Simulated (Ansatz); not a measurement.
K2S (anti-fluorite, space group No. 225), a = b = c = 7.336 Å, α = β = γ = 90.00°; the cell used has 3 atoms.

This is the PBEsol-relaxed structure.

Q: All from the program Ansatz at the PBEsol level (PAW), unless another level is named. Estimate the smallest direct gap on the standard path.

A: 2.58 eV.

Q: Give the weight of the conduction-edge state by species (Voronoi cells).

A: K 81 %, S 19 %.

Q: And the conduction-band minimum?

A: at Γ.

Q: And the weight of the valence-edge state by species (Voronoi cells)?

A: S 85 %, K 15 %.

Space group Fm-3m (anti-fluorite). Symmetry was held in the PBEsol relaxation.

Potentials: the later of the program's two PAW sets.
